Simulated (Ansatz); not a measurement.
**Data sheet: SnPbSe₂ (DFT)**

SnPbSe₂:
```yaml
crystal:
  lattice:
    - [2.15662, 1.24512, 7.04918]
    - [-2.15662, 1.24512, 7.04918]
    - [0.00000, -2.49025, 7.04918]
  atoms:
    - { symbol: Sn, position: [0.50000, 0.50000, 0.50000] }
    - { symbol: Pb, position: [0.00000, 0.00000, 0.00000] }
    - { symbol: Se, position: [0.75266, 0.75266, 0.75266] }
    - { symbol: Se, position: [0.24734, 0.24734, 0.24734] }
```

Space group R-3m (No. 166); conventional cell a = 4.3132 Å, b = 4.3132 Å, c = 21.1475 Å, α = 90.00°, β = 90.00°, γ = 120.00°.

Method: plane-wave PAW r²SCAN (Ansatz code). Structure relaxed to zero pressure with the same functional. Other levels are named where they apply.

**Cell and energy**

| Item | Value |
|---|---|
| Volume per atom | 28.39 Å³ |
| Density | 7.07 g/cm³ |
| Formation energy from the elements (no fitted shifts) | -0.54 eV/atom |

**Electronic structure**

| Quantity | Value |
|---|---|
| Band gap | 0.10 eV (direct) |
| Valence-band maximum | at F |
| Conduction-band minimum | at F (3 equivalent valleys) |
| HSE06 gap on the r²SCAN cell | 0.22 eV |

**Mechanics**

| Quantity | Value |
|---|---|
| Bulk modulus (Birch–Murnaghan fit) | 51.3 GPa |
| Pressure derivative B′ | 4.2 |
| Elastic constants (relaxed ions, GPa) | C11 = 90.8, C12 = 25.6, C13 = 39.2, C14 = 19.0, C33 = 77.9, C44 = 46.2 |
| Mechanical stability | stable (all eigenvalues of C positive) |
| Hill bulk and shear moduli | 51.9 and 30.9 GPa |
| Young's modulus | 77.3 GPa |
| Poisson's ratio | 0.25 |
| Debye temperature from the elastic constants | 226 K |

**Phonons**

| Property | Result |
|---|---|
| Highest zone-centre frequency (without LO–TO term) | 142 cm⁻¹ |
| Zone-centre stability | unstable, softest mode 49i cm⁻¹ |

**Charges**

| Property | Result |
|---|---|
| Bader charges | Sn +0.95, Pb +0.92, Se -0.94 e |

The workflow started from a Materials Project entry (that database holds measured and hypothetical structures alike); the Crystallography Open Database copy checked does not list it. With Sn and Pb taken as one species the cell has the higher symmetry Fm-3m, so it may be an ordered model of a mixed-site phase. Its standing as an ambient phase is unchecked. Symmetry was held in the r²SCAN relaxation; phonons show weakly imaginary modes. The references are the lowest solids computed at this level, not always the standard phases. Spin–orbit coupling is left out wherever it is not named.

Potentials: the later of the program's two PAW sets.
